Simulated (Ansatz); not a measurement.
Geometry optimisation in Ansatz: input, command and trajectory.

```yaml
crystal:
  lattice:
    - [4.821742653, 0.0, 0.0]
    - [0.0, 4.821742653, 0.0]
    - [0.0, 0.0, 4.821742653]
  atoms:
    - { symbol: Te, position: [0.0, 0.5, 0.5] }
    - { symbol: Te, position: [0.5, 0.0, 0.5] }
    - { symbol: Te, position: [0.5, 0.5, 0.0] }
    - { symbol: W, position: [0.0, 0.0, 0.0] }
basis:
  ecutwfc: 420
kpoints:
  mp_grid: { grid: [4, 4, 4] }
hamiltonian:
  xc: pbe
scf:
  occupations: { method: gaussian, width: 0.1 }
  lower_state_search: "off"
output:
  forces: true
  stress: true
  eigenvalues: true
relax:
  adjacent_minimum: "off"
  f_tol: 0.04
  max_steps: 70
  cell: { stress_tol: 0.4 }
```

```bash
ansatz run input.yaml --threads 1 --pin off --max-ram 2560MiB --backend cpu --events-out ev --progress --plain --runs-dir out
```

Theory: DFT PBE, scalar-relativistic, plane waves, PAW (Ansatz).

Of 4 frames 4 are shown, positions in Å and forces in eV/Å; the SCF threshold varies from step to step. Steps run on the plane waves of an earlier cell, with a Pulay correction in the pressure. The basis is chosen afresh for the last frame, the zero of the energies, and at times for earlier ones too; energy and pressure step there, also at an unchanged geometry.

```xyz
4
Lattice="4.8217 0.0000 0.0000 0.0000 4.8217 0.0000 0.0000 0.0000 4.8217" Properties=species:S:1:pos:R:3:forces:R:3 pbc="T T T" step=1 free_energy_over_end_meV_per_atom=128.66 pressure_GPa=-8.75
Te    0.0000    2.4109    2.4109    0.0000    0.0000    0.0000
Te    2.4109    0.0000    2.4109    0.0000    0.0000    0.0000
Te    2.4109    2.4109    0.0000    0.0000    0.0000    0.0000
W     0.0000    0.0000    0.0000    0.0000    0.0000    0.0000
4
Lattice="4.5867 0.0000 0.0000 0.0000 4.5867 0.0000 0.0000 0.0000 4.5867" Properties=species:S:1:pos:R:3:forces:R:3 pbc="T T T" step=2 free_energy_over_end_meV_per_atom=-0.41 pressure_GPa=-0.57
Te    0.0000    2.2933    2.2933    0.0000    0.0000    0.0000
Te    2.2933    0.0000    2.2933    0.0000    0.0000    0.0000
Te    2.2933    2.2933    0.0000    0.0000    0.0000    0.0000
W     0.0000    0.0000    0.0000    0.0000    0.0000    0.0000
4
Lattice="4.5719 0.0000 0.0000 0.0000 4.5719 0.0000 0.0000 0.0000 4.5719" Properties=species:S:1:pos:R:3:forces:R:3 pbc="T T T" step=3 free_energy_over_end_meV_per_atom=-0.75 pressure_GPa=0.18
Te    0.0000    2.2859    2.2859    0.0000    0.0000    0.0000
Te    2.2859    0.0000    2.2859    0.0000    0.0000    0.0000
Te    2.2859    2.2859    0.0000    0.0000    0.0000    0.0000
W     0.0000    0.0000    0.0000    0.0000    0.0000    0.0000
4
Lattice="4.5719 0.0000 0.0000 0.0000 4.5719 0.0000 0.0000 0.0000 4.5719" Properties=species:S:1:pos:R:3:forces:R:3 pbc="T T T" step=4 free_energy_over_end_meV_per_atom=0.00 pressure_GPa=0.17
Te    0.0000    2.2859    2.2859    0.0000    0.0000    0.0000
Te    2.2859    0.0000    2.2859    0.0000    0.0000    0.0000
Te    2.2859    2.2859    0.0000    0.0000    0.0000    0.0000
W     0.0000    0.0000    0.0000    0.0000    0.0000    0.0000
```

The start puts this composition into another compound's structure type, which needn't suit it. At the end the space group is Pm-3m (tolerance 0.05 Å).

Time: 10 s on 1 thread of Arm Neoverse V2, with other jobs on the host, peak memory 0.38 GiB.

The k mesh is coarse. Spin–orbit coupling is left out, which can shift energies with elements as heavy as these.